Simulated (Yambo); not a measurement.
G0W0@PBEsol for KBH4 (space group P2_1/m, No. 11, within 0.06 Å of P4_2/nmc) in Yambo. Reference settings: 2×2×2 Γ-centred k mesh, 197 bands and a 7 Ry block in the screening, 197 bands in G with the Bruneval-Gonze terminator, plasmon pole fitted at 27.2 eV. The PBEsol gap Γ → (-0.5, -0.5, 0) on this mesh is 5.88 eV; G0W0 gaps are taken between the same points.

Gap (Γ → (-0.5, -0.5, 0)) in eV against the number of bands and the screening block, terminator on:

```tsv
bands (W and G)	2 Ry	3 Ry	4 Ry	6 Ry	7 Ry
43	8.933	9.067	9.106	9.172	9.197
70	8.688	8.868	8.924	9.024	9.062
106	8.615	8.786	8.846	8.982	9.036
151	8.592	8.750	8.817	8.972	9.036
197	8.582	8.740	8.808	8.972	9.042
```

Rough cost of the Yambo step against the reference (shared machines):

| bands (W and G) | 2 Ry | 3 Ry | 4 Ry | 6 Ry | 7 Ry |
|---|---|---|---|---|---|
| 43 | 1/5 | 1/5 | 1/5 | 1/4 | 1/3 |
| 70 | 1/4 | 1/4 | 1/3 | 1/3 | 1/3 |
| 106 | 1/3 | 1/3 | 1/2 | ~1 | ~1 |
| 151 | ~1 | ~1 | ~1 | ~1 | ~1 |
| 197 | ~1 | ~1 | ~1 | ~1 | 1 |

At the largest block the last step in bands moves the gap by 0.006 eV; at the most bands the last step in the block moves it by 0.070 eV.

Geometry of the Materials Project entry, not relaxed at this level; primitive cell a = 4.663 Å, b = 4.678 Å, c = 6.549 Å, α = 90.00°, β = 90.07°, γ = 90.00°.

The structure is a Materials Project entry; no match was found in the copy of COD used, and its stability was not checked.
